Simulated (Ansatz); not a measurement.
Relaxed-ion elastic tensor of VN (rock salt, Fm-3m) in GPa (Voigt order), DFT-LDA in the program Ansatz with PAW potentials; density 6.53 g/cm³, 8.26 Å³ per atom.

```
743  178  178  0.0  0.0  0.0
178  743  178  0.0  0.0  0.0
178  178  743  0.0  0.0  0.0
0.0  0.0  0.0  137  0.0  0.0
0.0  0.0  0.0  0.0  137  0.0
0.0  0.0  0.0  0.0  0.0  137
```

Problem. Is the crystal mechanically stable?

Solution. Yes: the smallest eigenvalue of C is 137 GPa.

Problem. Work out the Voigt, Reuss and Hill averages.

Solution. K_V = 366, K_R = 366, K_H = 366; G_V = 195, G_R = 172, G_H = 184 GPa.

Problem. Give Young's modulus, Poisson's ratio, Pugh's ratio and the universal anisotropy index.

Solution. E = 9KG/(3K + G) = 472 GPa; ν = 0.28; K/G = 1.99 (ductile by the Pugh limit of 1.75); A_U = 5G_V/G_R + K_V/K_R − 6 = 0.66.

Problem. Estimate the sound speeds and the Debye temperature.

Solution. v_l = √((K + 4G/3)/ρ) = 9680 m/s, v_t = √(G/ρ) = 5310 m/s, mean 5920 m/s; Θ = (h/k)(3n/4πV)^(1/3) v_m = 871 K.

Problem. Give the Zener ratio and Young's modulus along [100], [110] and [111].

Solution. A = 2C44/(C11 − C12) = 0.48; 1/E = S11 − 2(S11 − S12 − S44/2)Γ with Γ = 0, 1/4, 1/3 gives 674, 413, 365 GPa.

Problem. Solve the Christoffel equation for the three sound speeds along [100], [110], [111].

Solution. Eigenvalues of C_ijkl n_j n_l equal ρv². In km/s, slowest first: [100] 4.58, 4.58, 10.67; [110] 4.58, 6.58, 9.56; [111] 5.99, 5.99, 9.17.

The cell was relaxed with LDA under the symmetry of its start. The run is not spin-polarised. As this level gives no gap, shear constants depend on the k-mesh and smearing (Fermi–Dirac, 0.1 eV here). On the denser mesh and wider smearing of the elastic run this cell carries a stress of 0.3 GPa.

Potentials: the earlier of the program's two PAW sets. The files were generated under PBE; for other functionals the program regenerates the frozen cores, and for LDA and PBEsol the local potential too.
